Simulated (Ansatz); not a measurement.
## Si3Ge, first-principles data

Si3Ge:
```
Si3Ge
1.0
    3.88587     0.00000     0.00000
    0.00000     3.88587     0.00000
    0.00000     0.00000     5.48828
Si Ge
3 1
Direct
  0.50000   0.00000   0.75485
  0.00000   0.00000   0.00000
  0.00000   0.50000   0.24515
  0.50000   0.50000   0.50000
```

Space group P-4m2 (No. 115); conventional cell a = 3.8859 Å, b = 3.8859 Å, c = 5.4883 Å, α = 90.00°, β = 90.00°, γ = 90.00°.

Method: r²SCAN (plane waves, PAW; program Ansatz). Geometry: relaxed at this level of theory. Other levels are named where they apply.

**Cell and energy**

- Volume per atom: 20.72 Å³
- Density: 3.14 g/cm³
- Formation energy from the elements (no fitted shifts): 0.008 eV/atom

**Electronic structure**

* **Band gap**: 0.56 eV (indirect)
* **Valence-band maximum**: at Γ
* **Conduction-band minimum**: at M
* **Smallest direct gap on the standard path**: 0.85 eV
* **Electron effective mass**: 0.19, 0.42, 0.42 mₑ (principal values)
* **Electron effective mass with spin–orbit coupling**: 0.19, 0.42, 0.42 mₑ (principal values)
* **Weight of the conduction-edge state by species (Voronoi cells)**: Si 83 %, Ge 17 %
* **Hole effective mass, band 1 of 2 at the edge**: 2.1 along x, 0.24 along z (mₑ)
* **Hole effective mass, band 2 of 2 at the edge**: 0.088 along x, 0.24 along z (mₑ)
* **Hole effective mass with spin–orbit coupling**: 0.17, 0.19, 0.24 mₑ (principal values)
* **Weight of the valence-edge state by species (Voronoi cells)**: Si 73 %, Ge 27 %
* **HSE06 gap on the r²SCAN cell**: 0.94 eV
* **Gap with spin–orbit coupling**: 0.53 eV

**Mechanics**

- Bulk modulus (Birch–Murnaghan fit) = 908 kbar
- Pressure derivative B′ = 4.3
- Elastic constants (relaxed ions, GPa) = C11 = 188, C12 = 28.4, C13 = 57.1, C33 = 158, C44 = 79.0, C66 = 50.8
- Mechanical stability = stable (all eigenvalues of C positive)
- Hill bulk and shear moduli = 91.0 and 66.3 GPa
- Young's modulus = 160 GPa
- Poisson's ratio = 0.21
- Debye temperature from the elastic constants = 550 K

**Charges**

Bader charges: Si +0.04 to +0.18, Ge -0.39 e

The start of the workflow was typed in or built on a structure type; neither database checked (COD, Materials Project) lists it. Its standing as an ambient phase is unchecked. The r²SCAN relaxation kept the symmetry of its start; whether a distortion lowers the energy is not shown. The references are the lowest solids computed at this level, not always the standard phases. Scalar-relativistic: spin–orbit coupling is off unless named, which matters more the heavier the elements.

Potentials: the earlier of the program's two PAW sets.
